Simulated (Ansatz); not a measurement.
**A crystal of cell content C6H4ClNO2 at more than one level of theory**

Plane-wave PAW calculations in Ansatz, scalar-relativistic unless spin-orbit coupling is named; Γ-centred meshes, relaxations with the symmetry kept. Pressure is positive in compression. No spin polarisation at the first level.

Cutoff 420 eV; k points 6×4×4 on the computed 14-atom cell (Γ-centred); Gaussian smearing, width 0.02 eV; no spin polarisation.

Structure relaxed with PBE+D3(BJ):

Space group P1 (No. 1). a = 3.727 Å, b = 7.004 Å, c = 7.070 Å, α = 60.93°, β = 79.96°, γ = 89.33°
```
atom site symmetry x y z
   H    1a         1  0.7974  0.5953  0.0497
   H    1a         1  0.5408  0.4020  0.8289
   H    1a         1  0.8419  0.7675  0.5300
   H    1a         1  0.0168  0.9114  0.0858
   C    1a         1  0.7391  0.5456  0.2247
   C    1a         1  0.5681  0.3388  0.3819
   C    1a         1  0.4976  0.2808  0.6055
   C    1a         1  0.5959  0.4395  0.6578
   C    1a         1  0.7656  0.6417  0.4926
   C    1a         1  0.3345  0.0574  0.7886
   N    1a         1  0.8376  0.6921  0.2797
  Cl    1a         1  0.4370  0.1710  0.2862
   O    1a         1  0.4033  0.8885  0.7830
   O    1a         1  0.1230  0.0693  0.9525
```

Question: What changes with PBE (relaxed anew)?

Answer:
| level | cell | cutoff (eV) | k mesh | primitive cell | V (Å³/atom) | P (GPa; residual where relaxed) | gap on mesh (eV) |
| --- | --- | --- | --- | --- | --- | --- | --- |
| PBE+D3(BJ) | relaxed | 420 | 6×4×4 | a = 3.73 Å, b = 7.00 Å, c = 7.07 Å, α = 60.93°, β = 79.96°, γ = 89.33° | 11.3 | 0.00 | 3.10 |
| PBE | relaxed | 420 | 6×4×4 | a = 4.36 Å, b = 7.37 Å, c = 7.45 Å, α = 59.55°, β = 75.59°, γ = 90.05° | 14.1 | 0.00 | 3.25 |

The volumes differ by 25 %: in a crystal of weakly bound units the cell follows the treatment of dispersion, and a level without it swells.

The start is a cell measured at 90 K (doi:10.1039/C4CE02563F), with 11.08 Å³ an atom; a static calculation leaves out thermal expansion, so the difference isn't the functional's error alone.

Cost: 2 runs of about 32 core-minutes in all, on Arm Neoverse V1 (shared hosts).